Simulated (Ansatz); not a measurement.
With DFT-r²SCAN in the program Ansatz with PAW potentials, B2CO in the tetragonal phase (P-4m2; B on 2g, C on 1a, O on 1c) relaxes to a = 2.648 Å, c = 3.661 Å. B has 4 nearest neighbours from 1.57 Å (tetrahedral); C has 4 nearest neighbours from 1.57 Å (tetrahedral); O has 4 nearest neighbours from 1.66 Å (tetrahedral). Its formation energy from the elements is -0.93 eV/atom, with no fitted shifts.

The Kohn–Sham gap is 2.19 eV (indirect). The valence maximum lies at Γ and the conduction minimum at M. The screened hybrid HSE06 puts the gap at 2.86 eV. The electron mass is 0.33, 0.33, 0.35 mₑ (principal values).

The bulk modulus is 299 GPa. The relaxed-ion elastic constants in GPa are C11 = 728, C12 = 46.7, C13 = 139, C33 = 588, C44 = 90.1, C66 = 262. The elastic constants imply a Debye temperature near 1320 K. Bader charges are B +2.11, C -2.65, O -1.56 e.

The start of the workflow was typed in or built on a structure type; neither database checked (COD, Materials Project) lists it. Its standing as an ambient phase is unchecked. The cell was relaxed with r²SCAN under the symmetry of its start; whether a distortion lowers the energy is not shown. The references are the lowest solids computed at this level, not always the standard phases (solids in place of the gases).

Potentials: the earlier of the program's two PAW sets.
